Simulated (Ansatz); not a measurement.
ZrO2:
```
CELL_PARAMETERS angstrom
      3.58447     0.00000     0.00000
      0.00000     3.58447     0.00000
      0.00000     0.00000     5.17879
ATOMIC_POSITIONS crystal
  Zr 0.00000 0.00000 0.00000
  Zr 0.50000 0.50000 0.50000
  O  0.00000 0.50000 0.29885
  O  0.00000 0.50000 0.79885
  O  0.50000 0.00000 0.20115
  O  0.50000 0.00000 0.70115
```

PBEsol (plane waves, PAW; program Ansatz) gives a gap of 4.00 eV without spin–orbit coupling, maximum on the M–Γ line, 57 % of the way from M, minimum at Γ.

Task: What happens when spin–orbit coupling is switched on?

Result: The gap is nearly the same, to 4.00 eV; maximum on the M–Γ line, 57 % of the way from M, minimum at Γ.

Task: Give the electron effective mass with spin–orbit coupling.

Result: 0.57, 0.57, 2.1 mₑ (principal values).

Task: Give the hole effective mass with spin–orbit coupling.

Result: 0.69, 2.3, 10 mₑ (principal values).

Space group P4_2/nmc. This is a known high-temperature phase of the composition, computed here at zero pressure and temperature. Symmetry was held in the PBEsol relaxation; whether a distortion lowers the energy is not shown. No spin polarisation was allowed.

Potentials: the earlier of the program's two PAW sets. The files were generated under PBE; for other functionals the program regenerates the frozen cores, and for LDA and PBEsol the local potential too.
